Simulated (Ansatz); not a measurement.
Task: Ga (α-Ga, Cmce) is relaxed with the program Ansatz at the r²SCAN+D4 level (PAW). What lattice parameters of the conventional cell result?

Result: a = 4.441 Å, b = 7.554 Å, c = 4.498 Å.

Task: Give the free coordinates with the occupied sites.

Result: In one choice of origin and axes:

| atom | site | symmetry | x | y | z |
|---|---|---|---|---|---|
| Ga | 8f | m.. | 0.0000 | 0.3441 | 0.4153 |

The cell was relaxed with r²SCAN+D4 under the symmetry of its start. The pairwise dispersion correction was not fitted to metals. Axis ratios of metals converge slowly with the k-mesh, so a and c are less sure than the volume.

Potentials: the later of the program's two PAW sets.
